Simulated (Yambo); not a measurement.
# Convergence of the G0W0 gap of CdClOH monolayer

G0W0@PBEsol for a free-standing CdClOH monolayer (symmetry P3m1, slab cell 16.5 Å high) in Yambo. Reference settings: 6×6×1 Γ-centred k mesh, bands 5 to 100 and a 6 Ry block in the screening, 100 bands in G with the Bruneval-Gonze terminator, plasmon pole fitted at 27.2 eV, slab-truncated Coulomb interaction, stochastic integration of W near q = 0. The PBEsol gap Γ → Γ on this mesh is 2.48 eV; G0W0 gaps are taken between the same points.

```
change from the reference       G0W0 gap Γ → Γ (eV)  shift of the valence edge (eV)        rough Yambo cost
------------------------------  -------------------  ------------------------------  ----------------------
reference settings                             5.21                           -1.65                       1
41 bands in W, 41 bands in G                   5.37                           -1.48               about 1/2
no stochastic integration of W                 5.85                           -1.99                       –
2 Ry block                                     5.11                           -1.57  within a factor of two
3 Ry block                                     5.12                           -1.56  within a factor of two
5 Ry block                                     5.17                           -1.61  within a factor of two
pole fitted at 55 eV                           5.25                           -1.70                       –
41 bands in G, no terminator                   4.87                           -0.95                       –
66 bands in G, no terminator                   5.02                           -1.25                       –
no terminator                                  5.09                           -1.41                       –
```

The reference isn't shown to be the converged limit. Costs are rough (shared machines), scaled to the same edge states, and given only for runs that recompute the screening. Without the stochastic integration, the mesh misses the sharp change of W near q = 0 in a layer: the 0.64 eV of that row are a sampling artefact.

Spin-orbit splittings are left out.

Geometry relaxed with PBEsol; primitive cell a = 3.646 Å, b = 3.646 Å, c = 16.500 Å, α = 90.00°, β = 90.00°, γ = 120.00°.

This is a model layer cut from the bulk structure; whether it is stable on its own was not checked.

A shift is the quasiparticle energy of the state minus its PBEsol energy.
